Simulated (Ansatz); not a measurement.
Geometry optimisation in Ansatz: input, command and trajectory.

```yaml
crystal:
  lattice:
    - [1.9859564623, -3.9005478926, 0.0]
    - [1.9859564623, 3.9005478926, 0.0]
    - [0.0, 0.0, 4.4678549849]
  atoms:
    - { symbol: Na, position: [0.6563605756, 0.3436394244, 0.25] }
    - { symbol: Na, position: [0.3436394244, 0.6563605756, 0.75] }
    - { symbol: H, position: [0.1429470413, 0.1429470413, 0.25] }
    - { symbol: H, position: [0.8570529587, 0.8570529587, 0.25] }
    - { symbol: H, position: [0.1429470413, 0.1429470413, 0.75] }
    - { symbol: H, position: [0.8570529587, 0.8570529587, 0.75] }
basis:
  ecutwfc: 420
kpoints:
  mp_grid: { grid: [6, 6, 4] }
hamiltonian:
  xc: pbe
scf:
  occupations: { method: gaussian, width: 0.1 }
  lower_state_search: "off"
output:
  forces: true
  stress: true
  eigenvalues: true
relax:
  adjacent_minimum: "off"
  f_tol: 0.04
  max_steps: 70
  cell: { stress_tol: 0.4 }
```

```bash
ansatz run input.yaml --threads 1 --pin off --max-ram 2560MiB --backend cpu --events-out ev --progress --plain --runs-dir out
```

Computed with DFT PBE, scalar-relativistic, plane waves, PAW in Ansatz 0.2.0.

Of 17 frames 10 are shown, positions in Å and forces in eV/Å; the SCF threshold varies from step to step. Steps run on the plane waves of an earlier cell, with a Pulay correction in the pressure. The basis is chosen afresh for the last frame, the zero of the energies, and at times for earlier ones too; energy and pressure step there, also at an unchanged geometry. Here that happened at steps 8 (-14 meV/atom, 0.9 GPa), 17 (-4 meV/atom, 0.1 GPa); the frames before carry an error of that size.

```xyz
6
Lattice="1.9860 -3.9005 0.0000 1.9860 3.9005 0.0000 0.0000 0.0000 4.4679" Properties=species:S:1:pos:R:3:forces:R:3 pbc="T T T" step=1 free_energy_over_end_meV_per_atom=361.02 pressure_GPa=3.53
Na    1.9860   -1.2198    1.1170    0.0000   -1.2387    0.0000
Na    1.9860    1.2198    3.3509    0.0000    1.2387    0.0000
H     0.5678    0.0000    1.1170   -2.3664    0.7633    0.0000
H     3.4041    0.0000    1.1170    2.3664    0.7633    0.0000
H     0.5678    0.0000    3.3509   -2.3664   -0.7633    0.0000
H     3.4041    0.0000    3.3509    2.3664   -0.7633    0.0000
6
Lattice="2.0883 -4.0290 0.0000 2.0883 4.0290 0.0000 0.0000 0.0000 4.5991" Properties=species:S:1:pos:R:3:forces:R:3 pbc="T T T" step=3 free_energy_over_end_meV_per_atom=92.71 pressure_GPa=1.66
Na    2.0883   -1.3559    1.1498    0.0000   -0.1637    0.0000
Na    2.0883    1.3559    3.4493    0.0000    0.1637    0.0000
H     0.4369    0.1251    1.1498   -1.2033    0.1490    0.0000
H     3.7397    0.1251    1.1498    1.2033    0.1490    0.0000
H     0.4369   -0.1251    3.4493   -1.2033   -0.1490    0.0000
H     3.7397   -0.1251    3.4493    1.2033   -0.1490    0.0000
6
Lattice="2.2833 -4.2790 0.0000 2.2833 4.2790 0.0000 0.0000 0.0000 4.7363" Properties=species:S:1:pos:R:3:forces:R:3 pbc="T T T" step=5 free_energy_over_end_meV_per_atom=34.32 pressure_GPa=1.01
Na    2.2833   -1.4182    1.1841    0.0000   -0.0185    0.0000
Na    2.2833    1.4182    3.5523    0.0000    0.0185    0.0000
H     0.3882    0.2011    1.1841    0.2203    0.0036    0.0000
H     4.1784    0.2011    1.1841   -0.2203    0.0036    0.0000
H     0.3882   -0.2011    3.5523    0.2203   -0.0036    0.0000
H     4.1784   -0.2011    3.5523   -0.2203   -0.0036    0.0000
6
Lattice="2.3826 -4.3312 0.0000 2.3826 4.3312 0.0000 0.0000 0.0000 4.5253" Properties=species:S:1:pos:R:3:forces:R:3 pbc="T T T" step=6 free_energy_over_end_meV_per_atom=29.28 pressure_GPa=0.55
Na    2.3826   -1.4281    1.1313    0.0000   -0.0088    0.0000
Na    2.3826    1.4281    3.3940    0.0000    0.0088    0.0000
H     0.3896    0.1898    1.1313    0.0609    0.0061    0.0000
H     4.3756    0.1898    1.1313   -0.0609    0.0061    0.0000
H     0.3896   -0.1898    3.3940    0.0609   -0.0061    0.0000
H     4.3756   -0.1898    3.3940   -0.0609   -0.0061    0.0000
6
Lattice="2.3949 -4.3706 0.0000 2.3949 4.3706 0.0000 0.0000 0.0000 4.5970" Properties=species:S:1:pos:R:3:forces:R:3 pbc="T T T" step=8 free_energy_over_end_meV_per_atom=14.92 pressure_GPa=1.01
Na    2.3949   -1.4475    1.1493    0.0000    0.0021    0.0000
Na    2.3949    1.4475    3.4478    0.0000   -0.0021    0.0000
H     0.3898    0.1927    1.1493    0.0503    0.0021    0.0000
H     4.4001    0.1927    1.1493   -0.0503    0.0021    0.0000
H     0.3898   -0.1927    3.4478    0.0503   -0.0021    0.0000
H     4.4001   -0.1927    3.4478   -0.0503   -0.0021    0.0000
6
Lattice="2.5906 -4.4825 0.0000 2.5906 4.4825 0.0000 0.0000 0.0000 4.6144" Properties=species:S:1:pos:R:3:forces:R:3 pbc="T T T" step=10 free_energy_over_end_meV_per_atom=6.20 pressure_GPa=0.28
Na    2.5906   -1.4886    1.1536    0.0000    0.0088    0.0000
Na    2.5906    1.4886    3.4608    0.0000   -0.0088    0.0000
H     0.3876    0.1735    1.1536    0.0038    0.0029    0.0000
H     4.7935    0.1735    1.1536   -0.0038    0.0029    0.0000
H     0.3876   -0.1735    3.4608    0.0038   -0.0029    0.0000
H     4.7935   -0.1735    3.4608   -0.0038   -0.0029    0.0000
6
Lattice="2.7115 -4.4815 0.0000 2.7115 4.4815 0.0000 0.0000 0.0000 4.6424" Properties=species:S:1:pos:R:3:forces:R:3 pbc="T T T" step=12 free_energy_over_end_meV_per_atom=5.50 pressure_GPa=0.04
Na    2.7115   -1.4554    1.1606    0.0000   -0.0239    0.0000
Na    2.7115    1.4554    3.4818    0.0000    0.0239    0.0000
H     0.3856    0.1612    1.1606    0.0401    0.0051    0.0000
H     5.0374    0.1612    1.1606   -0.0401    0.0051    0.0000
H     0.3856   -0.1612    3.4818    0.0401   -0.0051    0.0000
H     5.0374   -0.1612    3.4818   -0.0401   -0.0051    0.0000
6
Lattice="2.7597 -4.4158 0.0000 2.7597 4.4158 0.0000 0.0000 0.0000 4.6328" Properties=species:S:1:pos:R:3:forces:R:3 pbc="T T T" step=13 free_energy_over_end_meV_per_atom=5.12 pressure_GPa=-0.06
Na    2.7597   -1.4877    1.1582    0.0000    0.0036    0.0000
Na    2.7597    1.4877    3.4746    0.0000   -0.0036    0.0000
H     0.3863    0.1587    1.1582    0.0018    0.0009    0.0000
H     5.1331    0.1587    1.1582   -0.0018    0.0009    0.0000
H     0.3863   -0.1587    3.4746    0.0018   -0.0009    0.0000
H     5.1331   -0.1587    3.4746   -0.0018   -0.0009    0.0000
6
Lattice="2.8055 -4.1466 0.0000 2.8055 4.1466 0.0000 0.0000 0.0000 4.6558" Properties=species:S:1:pos:R:3:forces:R:3 pbc="T T T" step=15 free_energy_over_end_meV_per_atom=4.13 pressure_GPa=-0.04
Na    2.8055   -1.4475    1.1639    0.0000    0.0126    0.0000
Na    2.8055    1.4475    3.4918    0.0000   -0.0126    0.0000
H     0.3890    0.1038    1.1639   -0.0686   -0.0029    0.0000
H     5.2219    0.1038    1.1639    0.0686   -0.0029    0.0000
H     0.3890   -0.1038    3.4918   -0.0686    0.0029    0.0000
H     5.2219   -0.1038    3.4918    0.0686    0.0029    0.0000
6
Lattice="2.7774 -4.2490 0.0000 2.7774 4.2490 0.0000 0.0000 0.0000 4.6496" Properties=species:S:1:pos:R:3:forces:R:3 pbc="T T T" step=17 free_energy_over_end_meV_per_atom=0.00 pressure_GPa=0.11
Na    2.7774   -1.4545    1.1624    0.0000    0.0012    0.0000
Na    2.7774    1.4545    3.4872    0.0000   -0.0012    0.0000
H     0.3878    0.1216    1.1624   -0.0166    0.0023    0.0000
H     5.1670    0.1216    1.1624    0.0166    0.0023    0.0000
H     0.3878   -0.1216    3.4872   -0.0166   -0.0023    0.0000
H     5.1670   -0.1216    3.4872    0.0166   -0.0023    0.0000
```

The start is a random arrangement. The cell swells from 11.5 to 18.3 Å³ an atom, so the end can be far from any stable crystal. At the end the space group is Cmcm (tolerance 0.05 Å).

The run took 84 s on 1 thread of Intel(R) Xeon(R) Platinum 8259CL CPU @ 2.50GHz (Skylake/Cascade Lake), on a shared host, peak memory 0.43 GiB.

The k mesh is coarse.